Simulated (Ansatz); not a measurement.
WS$_{2}$ in space group P6_3/mmc (No. 194; W on 2c, S on 4f), LDA in the plane-wave PAW code Ansatz. The conduction-band minimum lies on the K–Γ line, 47 % of the way from K, with 6 equivalent valleys. Second derivatives d²E/dk² of the lowest band at one valley (eV·Å²), along Cartesian directions:

```json
[
 {"direction": "[100]", "d²E/dk²": "15.07"},
 {"direction": "[010]", "d²E/dk²": "15.63"},
 {"direction": "[001]", "d²E/dk²": "18.03"},
 {"direction": "[110]", "d²E/dk²": "14.82"},
 {"direction": "[101]", "d²E/dk²": "16.56"},
 {"direction": "[011]", "d²E/dk²": "16.84"}
]
```

### Question
Find the principal effective masses, the density-of-states mass and the conductivity mass.

### Answer
Off-diagonal terms follow from H_xy = H[110] − (H_xx + H_yy)/2, and m*/mₑ = 7.620 eV·Å² over each eigenvalue: 0.42, 0.48, 0.52. One valley's DOS mass (m₁m₂m₃)^(1/3) = 0.47, conductivity mass 3/(Σ 1/mᵢ) = 0.47 mₑ.

### Question
What effective density of states Nc follows at 300 K for parabolic valleys?

### Answer
Nc = 2.509e19 × 6 × (0.47)^(3/2) ≈ 4.9e19 cm⁻³.

### Question
With the computed static dielectric constant 11.7 (mean of the diagonal), estimate a hydrogenic donor's binding energy and radius.

### Answer
E = 13.606 eV × 0.47/11.7² ≈ 47 meV; a = 0.529 Å × ε/m* ≈ 13 Å. Semilocal masses tend to be too small when the gap is underestimated.

Symmetry was held in the LDA relaxation. No spin polarisation was allowed. A crystal of weakly bound layers computed without a dispersion correction: the cell and the soft elastic constants depend strongly on that. Spin–orbit coupling is left out wherever it is not named.

Potentials: the earlier of the program's two PAW sets. The files were generated under PBE; for other functionals the program regenerates the frozen cores, and for LDA and PBEsol the local potential too.
